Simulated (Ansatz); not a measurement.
# Structure relaxation, Sn

The start is a randomly generated symmetric cell of Sn (space group No. 65). A full variable-cell relaxation at zero pressure is run with PBE (plane waves to 420 eV, PAW, scalar-relativistic; Ansatz, a program for electronic structure). The first steps use a coarse 10×10×12 k-mesh.

The start:
```yaml
crystal:
  lattice:
    - [2.04049, -2.53181, 0.00000]
    - [2.04049, 2.53181, 0.00000]
    - [0.00000, 0.00000, 2.80621]
  atoms:
    - { symbol: Sn, position: [0.50000, 0.50000, 0.50000] }
```

How large is the pressure on the unrelaxed cell, and of which sign?

+2.6 GPa (positive: the cell is compressed).

How much energy is released per atom?

0.14 to 0.15 eV/atom (the two k-meshes of the run give this range).

How does the volume change?

+1.5 %, from 28.99 to 29.44 Å³/atom.

How do the shortest distances between atoms change?

The closest pairs of elements (up to four, under 3.6 Å), start → end: Sn–Sn 2.81 → 3.09 Å.

Is the relaxed structure metallic? Give its gap.

Zero (metallic).

Final values are on a 15×15×15 k-mesh of the relaxed cell. No spin polarisation in the result.

The run could not lose the symmetry of its start: the end is stationary, and may be a saddle point rather than a minimum.

The relaxed structure here is a generated cell of Sn: the first start was made by a random draw of sites in a space group, and the end was not matched to a known phase here, so it may be hypothetical. Known forms of Sn include space group No. 141, 227.
